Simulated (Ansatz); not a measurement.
Co (dhcp (α-La type), space group No. 194) at seven volumes, PBE (plane waves, PAW; program Ansatz), shape and atoms relaxed at each. One row is withheld.

| V (Å³/atom) | P (GPa) |
|---|---|
| 9.912 | 24.79 |
| 10.239 | 15.13 |
| 10.566 | 7.00 |
| 10.892 | 0.00 |
| 11.219 | -5.90 |
| 11.546 | -10.83 |
| 11.873 | ? |

**Question.** Fit the shown pressures and predict the withheld one.

**Answer.** P = (3/2)B₀(x^(7/2) − x^(5/2))[1 + (3/4)(B′ − 4)(x − 1)] with x = (V₀/V)^(2/3). Least squares on the six rows gives V₀ = 10.894 Å³/atom, B₀ = 213 GPa, B′ = 4.47. At V = 11.873, x = 0.9442 and P = -15.13 GPa. The run itself gave -14.99 GPa.

Space group P6_3/mmc (dhcp (α-La type)). The first step of the workflow began from a Materials Project structure, measured or hypothetical. Its sites differ from those of the usual phase in this space group: another stacking or structure type. Symmetry was held in the PBE relaxation; whether a distortion lowers the energy is not shown. The final state is ferromagnetic, chosen from 5 collinear starts compared on coarse meshes (ties went to the first, and starts can fall back to one state), not a proven ground state.

Potentials: the earlier of the program's two PAW sets.
